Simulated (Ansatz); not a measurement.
AlSiTe3:
```
AlSiTe3
1.0
    6.86263     0.00000     0.00000
   -3.43131     5.94321     0.00000
    0.00000     0.00000     7.20687
Al Si Te
2 2 6
Direct
  0.66667   0.33333   0.50000
  0.33333   0.66667   0.50000
  0.00000   0.00000   0.34183
  0.00000   0.00000   0.65817
  0.00000   0.64591   0.74524
  0.00000   0.35409   0.25476
  0.35409   0.35409   0.74524
  0.64591   0.64591   0.25476
  0.64591   0.00000   0.74524
  0.35409   0.00000   0.25476
```

Plane-wave PAW r²SCAN+D4 (Ansatz code) gives a gap of 1.44 eV without spin–orbit coupling, maximum on the K–H2 line, 4 % of the way from K, minimum off the standard path, at k = (0.271, 0.365, 0.318).

Question: What happens when spin–orbit coupling is switched on?

Answer: The gap decreases by 0.19 eV, to 1.25 eV; maximum at A, minimum off the standard path, at k = (0.276, 0.362, 0.315).

Question: Give the electron effective mass with spin–orbit coupling.

Answer: 0.30, 0.35, 0.58 mₑ (principal values).

Question: Give the hole effective mass with spin–orbit coupling.

Answer: 0.20, 0.20, 2.9 mₑ (principal values).

Space group P-31m. The workflow started from a Materials Project entry (that database holds measured and hypothetical structures alike); the Crystallography Open Database copy checked does not list it. Whether it is the stable phase at ambient conditions was not checked. The cell was relaxed with r²SCAN+D4 under the symmetry of its start; whether a distortion lowers the energy is not shown.

Potentials: the later of the program's two PAW sets.
